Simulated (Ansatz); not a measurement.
Cu:
Space group Fm-3m (No. 225); a = b = c = 3.518 Å, α = β = γ = 90.00°

```tsv
atom	site	symmetry	x	y	z
Cu	4a	m-3m	0.0000	0.0000	0.0000
```
(The calculation used a cell of 1 atom; values per cell refer to that cell.)

Relaxed with DFT-LDA in the program Ansatz with PAW potentials. Indices refer to the conventional cell of Fm-3m, a = b = c = 3.518 Å, α = β = γ = 90.00°.

**Question.** Simulate the powder diffraction pattern (neutron, λ = 1.5401 Å; lines above 1 %) up to 2θ = 90°.

**Answer.** Simulated powder pattern, neutron, λ = 1.5401 Å (kinematic, ideal powder, no thermal factors, coherent scattering alone; the 30 strongest lines at most, above 1 %, up to 2θ = 90°):

```
2θ (°)  d (Å)  I/Imax (%)    hkl
------  -----  ----------  -----
44.55   2.031         100  (111)
51.92   1.759          58  (200)
76.49   1.244          66  (220)
```

The LDA relaxation kept the symmetry of its start. No spin polarisation was allowed.

Potentials: the later of the program's two PAW sets.
